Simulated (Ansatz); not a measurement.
An Ansatz (a program for electronic structure) run. Input:

Ansatz 0.2 input:
```yaml
crystal:
  lattice:
    - [3.8922399532, 0.0, 0.0]
    - [-1.9461199766, 3.3707786771, 0.0]
    - [0.0, 0.0, 4.5845510905]
  atoms:
    - { symbol: Na, position: [0.3333333333, 0.6666666667, 0.75] }
    - { symbol: F, position: [0.6666666667, 0.3333333333, 0.75] }
    - { symbol: Na, position: [0.6666666667, 0.3333333333, 0.25] }
    - { symbol: F, position: [0.3333333333, 0.6666666667, 0.25] }
kpoints:
  mp_grid: { grid: [8, 8, 6] }
hamiltonian:
  xc: pbesol
  pseudopotentials: { kind: paw }
scf:
  occupations: { method: fixed }
elastic: { mode: relaxed_ion, stencil: two_point, amplitude: 0.005, f_tol: 0.0005 }
```

Output (shortened):

```
Pseudopotential: Na, paw, valence charge 9
Pseudopotential: F, paw, valence charge 7
Functional definition: PBEsol
Crystal: 4 atoms, lattice volume = 60.149 Å³
Basis set: ecut = 420 eV, 1179 PW (Γ), exchange–correlation on 54×54×64 points (8 copies of the dense FFT grid, shifted against one another)
Bands: 20, of which v1, the nominal top of the filled ones, is band 16 counted from 1 (15 counted from 0)
Symmetry: 24 space group operations
Space group: P63/mmc (ITA 194), of the structure as read, at distance tolerance 3.9e-5 Å
k-points: 40 of 384
SCF 1 converged in 9 iterations: F = -4557.659442 eV  dr2 = 5.54e-14
Crystal: 4 atoms, lattice volume = 59.848 Å³
Basis set: ecut = 420 eV, 1163 PW (Γ), exchange–correlation on 54×54×64 points (8 copies of the dense FFT grid, shifted against one another)
Symmetry: 8 space group operations
k-points: 84 of 384
SCF 2 converged in 11 iterations: F = -4557.659165 eV  dr2 = 2.69e-15
relax step   1: F+E_penalty+E_count = -4557.65916508 eV  Δ(F+E_penalty+E_count) = +0.000e0 eV  max|allowed force component| = 1.606e-2 eV/Å  Δτ_max = 0.0000 Å  (11 SCF iters, accepted)
Crystal: 4 atoms, lattice volume = 59.848 Å³
SCF 3 converged in 8 iterations: F = -4557.659202 eV  dr2 = 4.18e-14
relax step   2: F+E_penalty+E_count = -4557.65920172 eV  Δ(F+E_penalty+E_count) = -3.664e-5 eV  max|allowed force component| = 1.211e-2 eV/Å  Δτ_max = 0.0008 Å  (8 SCF iters, accepted)
Crystal: 4 atoms, lattice volume = 59.848 Å³
SCF 4 converged in 9 iterations: F = -4557.659252 eV  dr2 = 4.53e-15
relax step   3: F+E_penalty+E_count = -4557.65925230 eV  Δ(F+E_penalty+E_count) = -5.058e-5 eV  max|allowed force component| = 2.602e-4 eV/Å  Δτ_max = 0.0022 Å  (9 SCF iters, accepted)
Crystal: 4 atoms, lattice volume = 59.848 Å³
SCF 5 converged in 10 iterations: F = -4557.659252 eV  dr2 = 1.51e-14
Crystal: 4 atoms, lattice volume = 60.450 Å³
Basis set: ecut = 420 eV, 1183 PW (Γ), exchange–correlation on 54×54×64 points (8 copies of the dense FFT grid, shifted against one another)
SCF 6 converged in 10 iterations: F = -4557.659192 eV  dr2 = 6.64e-14
relax step   1: F+E_penalty+E_count = -4557.65919202 eV  Δ(F+E_penalty+E_count) = +0.000e0 eV  max|allowed force component| = 1.516e-2 eV/Å  Δτ_max = 0.0000 Å  (10 SCF iters, accepted)
Crystal: 4 atoms, lattice volume = 60.450 Å³
SCF 7 converged in 9 iterations: F = -4557.659273 eV  dr2 = 4.85e-15
relax step   2: F+E_penalty+E_count = -4557.65927285 eV  Δ(F+E_penalty+E_count) = -8.083e-5 eV  max|allowed force component| = 7.893e-4 eV/Å  Δτ_max = 0.0027 Å  (9 SCF iters, accepted)
Crystal: 4 atoms, lattice volume = 60.450 Å³
SCF 8 converged in 8 iterations: F = -4557.659273 eV  dr2 = 4.24e-14
relax step   3: F+E_penalty+E_count = -4557.65927308 eV  Δ(F+E_penalty+E_count) = -2.265e-7 eV  max|allowed force component| = 1.432e-5 eV/Å  Δτ_max = 0.0001 Å  (8 SCF iters, accepted)
Crystal: 4 atoms, lattice volume = 60.450 Å³
SCF 9 converged in 10 iterations: F = -4557.659273 eV  dr2 = 1.39e-14
Crystal: 4 atoms, lattice volume = 59.848 Å³
SCF 10 converged in 9 iterations: F = -4557.658997 eV  dr2 = 2.55e-15
Crystal: 4 atoms, lattice volume = 60.450 Å³
SCF 11 converged in 9 iterations: F = -4557.659052 eV  dr2 = 2.76e-14
Crystal: 4 atoms, lattice volume = 60.148 Å³
Symmetry: 4 space group operations
k-points: 114 of 384
SCF 12 converged in 10 iterations: F = -4557.659370 eV  dr2 = 2.09e-14
relax step   1: F+E_penalty+E_count = -4557.65937019 eV  Δ(F+E_penalty+E_count) = +0.000e0 eV  max|allowed force component| = 4.636e-5 eV/Å  Δτ_max = 0.0000 Å  (10 SCF iters, accepted)
Crystal: 4 atoms, lattice volume = 60.148 Å³
SCF 13 converged in 10 iterations: F = -4557.659370 eV  dr2 = 1.25e-14
Crystal: 4 atoms, lattice volume = 60.148 Å³
SCF 14 converged in 10 iterations: F = -4557.659370 eV  dr2 = 2.10e-14
relax step   1: F+E_penalty+E_count = -4557.65937019 eV  Δ(F+E_penalty+E_count) = +0.000e0 eV  max|allowed force component| = 4.636e-5 eV/Å  Δτ_max = 0.0000 Å  (10 SCF iters, accepted)
Crystal: 4 atoms, lattice volume = 60.148 Å³
SCF 15 converged in 10 iterations: F = -4557.659370 eV  dr2 = 1.31e-14
SCF converged after 9 iterations
Free energy (F): -4557.659442 eV
Harris-Foulkes:  -4557.659442 eV  (|F-HF|=0.00e0)
Internal energy: -4557.659442 eV  (E = F + TS)
E sigma→0 (E₀):  -4557.659442 eV
Fermi energy:    -0.371233 eV
--- Per-component energies (eV) ---
  E_band       = -508.883927
  E_kinetic    = 656.735459
  E_local      = -3840.528142  (includes V_loc(G=0)·N_el)
  E_nonlocal   = 379.702526
  E_hartree    = 1404.460341
  E_xc         = -235.971618
  E_vxc        = -304.584212  (∫ρ·V_xc dr)
  E_paw        = -894.044844  (= ΣΔE_a)
  E_vpaw       = -209.134248  (= ΣTr[D̂ρ^β])
  E_aug_tail   = 0.004004  (compensation charges beyond the density's cutoff)
  E_ewald      = -2028.211441
  E_core_change = 0.194273  (= ΣΔE_core)
  E_smearing   =  0.000000  (= −TS)
  E_closure    = 0.000000  (closes the sum)
  Σ components = -4557.659442   (vs F -4557.659442, Δ=0.00e0)
--- Forces (eV/Å), atoms counted from 1 ---
  atom   1  Na     0.00000000     0.00000000     0.00000000
  atom   2  F      0.00000000     0.00000000     0.00000000
  atom   3  Na     0.00000000     0.00000000     0.00000000
  atom   4  F      0.00000000     0.00000000     0.00000000
  max |Σ_I F_I| component: 4.63e-18 eV/Å
--- Stress (GPa, compression-positive) ---
        0.005943       0.000000       0.000000
        0.000000       0.005943       0.000000
        0.000000       0.000000       0.001788
  P = ⅓ Tr σ = 0.0046 GPa (0.046 kbar)
--- Band table (eV; the first three rows and the last of 40) ---
  k-point 0: bands = ["-47.2073", "-47.1898", "-19.3676", "-19.3332", "-19.3219", "-19.3219", "-19.2733", "-19.2733", "-19.2340", "-19.1124", "-1.4808", "-0.9601", "-0.9601", "-0.6569", "-0.6569", "-0.3712", "5.2023", "12.3538", "12.3701", "14.9912"]
  k-point 1: bands = ["-47.2061", "-47.1910", "-19.5332", "-19.5200", "-19.3185", "-19.3185", "-19.2765", "-19.2765", "-19.0182", "-18.9554", "-1.4658", "-0.9420", "-0.9420", "-0.6791", "-0.6791", "-0.5260", "5.5060", "10.5374", "14.3463", "15.0810"]
  k-point 2: bands = ["-47.2028", "-47.1941", "-19.7004", "-19.6887", "-19.3095", "-19.3095", "-19.2852", "-19.2852", "-18.8148", "-18.7822", "-1.3879", "-0.8904", "-0.8904", "-0.8679", "-0.7389", "-0.7389", "6.3181", "8.9017", "15.3724", "15.3724"]
  k-point 39: bands = ["-47.1971", "-47.1971", "-20.0350", "-20.0350", "-19.3153", "-19.3153", "-19.2438", "-19.2438", "-18.4482", "-18.4482", "-1.5902", "-1.5902", "-1.0168", "-1.0168", "-0.5394", "-0.5394", "9.6874", "9.6874", "12.1883", "12.1883"]
--- Elastic constants: 3 strain directions × 2 members + reference (group order 24) ---
  dense FFT box of the reference and of every strained cell: 27×27×32
  strains applied: 11, 33, 23; error gains …
  C = ∂σ_k/∂η_j (tension-positive GPa; Voigt order 11 22 33 23 13 12):
        50.562     40.847     18.204      0.000      0.000      0.000
        40.847     50.562     18.204      0.000      0.000      0.000
        18.242     18.242     91.701      0.000      0.000      0.000
         0.000      0.000      0.000     22.221      0.000      0.000
         0.000      0.000      0.000      0.000     22.221      0.000
         0.000      0.000      0.000      0.000      0.000      4.858
  reference stress σ⁰ (GPa):     -0.006     -0.006     -0.002      0.000      0.000      0.000
  moduli (Voigt/Reuss/Hill, GPa): K = 38.60/38.22/38.41   G = 17.56/9.40/13.48   E = 36.21   ν = 0.343
  mechanically stable: yes (min eigenvalue of sym C = 4.86 GPa)
  strain η (Voigt 11):  stress-route row diagonal C_11 = 50.56 GPa, energy-path curvature d²(F+E_count+ΔE)/dδ²/Ω₀ = 50.33 GPa
         δ    σ_11 (GPa)             F (eV)   n_scf  n_hpsi   n_pw
    -5.000e-3      -0.2619       -4557.6592523      10   35704   1192   relax 3 steps, max|allowed force component| 2.60e-4 eV/Å
     5.000e-3       0.2437       -4557.6592731      10   35729   1203   relax 3 steps, max|allowed force component| 1.43e-5 eV/Å
  strain η (Voigt 33):  stress-route row diagonal C_33 = 91.70 GPa, energy-path curvature d²(F+E_count+ΔE)/dδ²/Ω₀ = 91.22 GPa
         δ    σ_33 (GPa)             F (eV)   n_scf  n_hpsi   n_pw
    -5.000e-3      -0.4755       -4557.6589971       9   16372   1192   relax 0 steps, max|allowed force component| 3.30e-17 eV/Å
     5.000e-3       0.4415       -4557.6590518       9   16715   1206   relax 0 steps, max|allowed force component| 3.47e-18 eV/Å
  strain η (Voigt 23):  stress-route row diagonal C_44 = 22.22 GPa, energy-path curvature d²(F+E_count+ΔE)/dδ²/Ω₀ = 22.17 GPa
         δ    σ_23 (GPa)             F (eV)   n_scf  n_hpsi   n_pw
    -5.000e-3      -0.1111       -4557.6593702      10   48132   1199   relax 1 steps, max|allowed force component| 4.64e-5 eV/Å
     5.000e-3       0.1111       -4557.6593702      10   48111   1199   relax 1 steps, max|allowed force component| 4.64e-5 eV/Å
```

Cost: around 80 core-seconds (rough) on shared cores.

Space group P6_3/mmc. The start of the workflow was typed in or built on a structure type; neither database checked (COD, Materials Project) lists it. It is not the phase usual at ambient conditions (space group No. 225). Symmetry was held in the PBEsol relaxation; phonons on a q-mesh show no instability.

Potentials: the later of the program's two PAW sets.

Ansatz is a plane-wave DFT program.
